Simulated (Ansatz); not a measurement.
Given:

SrMg2FeH8:
```cif
data_H8FeMg2Sr
_chemical_formula_sum 'Sr1 Mg2 Fe1 H8'
_space_group_name_H-M_alt 'P-3m1'
_space_group_IT_number 164
_space_group_name_Hall '-P 3 2"'
_cell_length_a 4.44498
_cell_length_b 4.44498
_cell_length_c 6.47242
_cell_angle_alpha 90.000
_cell_angle_beta 90.000
_cell_angle_gamma 120.000
loop_
_atom_site_label
_atom_site_type_symbol
_atom_site_symmetry_multiplicity
_atom_site_Wyckoff_symbol
_atom_site_fract_x
_atom_site_fract_y
_atom_site_fract_z
_atom_site_occupancy
Sr1 Sr 1 b 0.00000 0.00000 0.50000 1
Mg1 Mg 2 d 0.33333 0.66667 0.12370 1
Fe1 Fe 1 a 0.00000 0.00000 0.00000 1
H1 H 6 i 0.32249 0.16125 0.14601 1
H2 H 2 d 0.33333 0.66667 0.41995 1
```

This is the PBEsol-relaxed structure.

Task: All from PBEsol in the plane-wave PAW code Ansatz, unless another level is named. Give the Bader charges.

Result: Sr +1.45, Mg +1.62, Fe -0.10, H -0.74 to -0.52 e.

Task: Next, the Born charges (a third of the trace)?

Result: Sr +2.30, Mg +1.91, Fe -2.92, H -1.01 to -0.20 e.

Task: Predict the electronic dielectric constant ε∞ (DFPT).

Result: 4.96 (xx = yy), 4.84 (zz).

The first step of the workflow began from a Materials Project structure, measured or hypothetical; the Crystallography Open Database copy checked does not list it. Its standing as an ambient phase is unchecked. The PBEsol relaxation kept the symmetry of its start; its stability against distortions is not shown here. No spin polarisation was allowed. Scalar-relativistic: spin–orbit coupling is off unless named, which matters more the heavier the elements.

Potentials: the later of the program's two PAW sets.
